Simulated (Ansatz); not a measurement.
ZnCdSe$_{2}$:
```
ZnCdSe2
1.0
    4.07132     0.00000     0.00000
    0.00000     4.07132     0.00000
    0.00000     0.00000     5.84140
Zn Cd Se
1 1 2
Direct
  0.50000   0.50000   0.50000
  0.00000   0.00000   0.00000
  0.00000   0.50000   0.72660
  0.50000   0.00000   0.27340
```

Relaxed with LDA.

Problem. Give the optical modes at the zone centre with their infrared and Raman activity from DFPT, plane-wave PAW LDA (Ansatz code).

Solution. Transverse frequencies, without the LO–TO term; a row sums one degenerate level.

```tsv
ω (cm⁻¹)	degeneracy	IR ((D/Å)²/amu)	Raman (Å⁴/amu)	activity	symmetry
53	2	0.02	23	IR+Raman	E
169	1	0.80	2.0	IR+Raman	B2
186	2	6.29	16	IR+Raman	E
190	1	0.00	30	Raman	A1
203	1	4.04	6.1	IR+Raman	B2
212	2	3.90	6.0	IR+Raman	E
```

Problem. How high does the top mode go among those that the LO–TO term moves?

Solution. 233 cm⁻¹ for q along x, 233 cm⁻¹ for q along y, 231 cm⁻¹ for q along z.

Space group P-4m2. The first step of the workflow began from a Materials Project structure, measured or hypothetical; the Crystallography Open Database copy checked does not list it. Whether it is the stable phase at ambient conditions was not checked. Symmetry was held in the LDA relaxation; phonons on a q-mesh show no instability.

Potentials: the later of the program's two PAW sets.
